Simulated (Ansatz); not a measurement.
Te₂Pt:
```
CELL_PARAMETERS angstrom
      4.01998     0.00000     0.00000
     -2.00999     3.48141     0.00000
      0.00000     0.00000     5.09066
ATOMIC_POSITIONS crystal
  Te 0.33333 0.66667 0.26328
  Te 0.66667 0.33333 0.73672
  Pt 0.00000 0.00000 0.00000
```

Relaxed with LDA.

Task: Which orbitals make up the states near the Fermi level in LDA (plane waves, PAW; program Ansatz)?

Result: Within 0.5 eV of the Fermi level: Te 5p 63 %, Pt 5d 26 %, Te 5s 6 %. Projections are on Löwdin-orthogonalised atomic valence shells; empty p or d shells of many metals are not among them.

Task: Tabulate the density of states.

Result: States/eV per cell of 3 atoms, in 0.25 eV bins, energy from the Fermi level.

```csv
E (eV),total,Te 5p,Pt 5d,Pt 6s
-7.85,0.00,0.00,0.00,0.00
-7.60,0.00,0.00,0.00,0.00
-7.35,0.13,0.08,0.02,0.02
-7.10,0.61,0.38,0.10,0.10
-6.85,1.54,0.94,0.26,0.28
-6.60,2.06,1.25,0.43,0.29
-6.35,2.70,1.61,0.88,0.12
-6.10,2.65,1.67,0.81,0.09
-5.85,2.36,1.19,1.05,0.06
-5.60,4.30,1.69,2.44,0.08
-5.35,4.38,1.78,2.34,0.12
-5.10,2.52,1.01,1.24,0.10
-4.85,1.43,0.52,0.75,0.04
-4.60,3.06,1.09,1.70,0.12
-4.35,3.28,0.99,2.03,0.10
-4.10,6.20,1.39,4.46,0.10
-3.85,2.43,0.50,1.84,0.02
-3.60,4.21,0.47,3.55,0.11
-3.35,4.70,0.81,3.49,0.22
-3.10,2.67,1.04,1.40,0.09
-2.85,2.54,1.16,1.20,0.06
-2.60,2.67,1.38,1.14,0.04
-2.35,2.41,1.42,0.86,0.02
-2.10,2.02,1.21,0.68,0.02
-1.85,2.36,1.56,0.64,0.02
-1.60,2.16,1.51,0.48,0.02
-1.35,1.80,1.34,0.32,0.02
-1.10,1.49,1.15,0.22,0.01
-0.85,1.13,0.89,0.14,0.01
-0.60,0.74,0.57,0.10,0.01
-0.35,0.52,0.38,0.08,0.01
-0.10,0.97,0.62,0.25,0.01
0.15,1.47,0.89,0.41,0.03
0.40,1.62,0.99,0.44,0.03
0.65,1.69,1.07,0.43,0.03
0.90,1.49,0.99,0.34,0.02
1.15,1.64,1.12,0.35,0.03
1.40,1.82,1.26,0.36,0.05
1.65,1.82,1.30,0.34,0.04
1.90,1.81,1.33,0.33,0.02
2.15,1.44,1.09,0.26,0.01
2.40,0.91,0.71,0.16,0.00
2.65,0.26,0.19,0.04,0.01
2.90,0.16,0.04,0.00,0.06
3.15,0.42,0.11,0.01,0.15
3.40,0.79,0.22,0.02,0.26
3.65,1.42,0.40,0.04,0.39
3.90,2.05,0.59,0.07,0.52
4.15,1.36,0.36,0.03,0.33
4.40,1.41,0.30,0.02,0.30
4.65,1.63,0.28,0.02,0.32
```

Space group P-3m1. The LDA relaxation kept the symmetry of its start; of distortions, only those at the zone centre were tested. No spin polarisation was allowed. A crystal of weakly bound layers computed without a dispersion correction: the cell and the soft elastic constants depend strongly on that. Scalar-relativistic: spin–orbit coupling is off unless named, which matters more the heavier the elements.

Potentials: the later of the program's two PAW sets.
